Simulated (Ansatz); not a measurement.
K2RbGaBr6 (Fm-3m), zone-centre modes

The calculation used DFT PBEsol, scalar-relativistic, plane waves, PAW in Ansatz 0.2.0. Settings: plane waves to 420 eV, k-mesh 4×4×4 (Γ-centred), Gaussian smearing 0.05 eV. No spin polarisation.

The undisturbed cell (relaxed at this level; it needn't be the usual structure):

```
CELL_PARAMETERS angstrom
0.00000 5.65366 5.65366
5.65366 0.00000 5.65366
5.65366 5.65366 0.00000
ATOMIC_POSITIONS crystal
K 0.75000 0.75000 0.75000
K 0.25000 0.25000 0.25000
Rb 0.50000 0.50000 0.50000
Ga 0.00000 0.00000 0.00000
Br 0.77718 0.22282 0.22282
Br 0.22282 0.22282 0.77718
Br 0.22282 0.77718 0.77718
Br 0.22282 0.77718 0.22282
Br 0.77718 0.22282 0.77718
Br 0.77718 0.77718 0.22282
```

Harmonic modes by finite displacements of 0.02 Å, without the LO–TO term.

Problem. At this geometry, is the structure stable against these modes?

Solution. No: 9 modes are unstable, the strongest at 44i cm⁻¹.

Problem. List the wavenumbers in cm⁻¹.

Solution. 44i, 44i, 44i, 41i, 41i, 41i, 36i, 36i, 36i, 0, 0, 0, 48, 48, 48, 79, 79, 79, 90, 90, 90, 130, 130, 139, 139, 139, 186, 196, 196, 196.

Cost: 1 run of about 1.9 core-minutes, on Arm Neoverse V2 (shared hosts).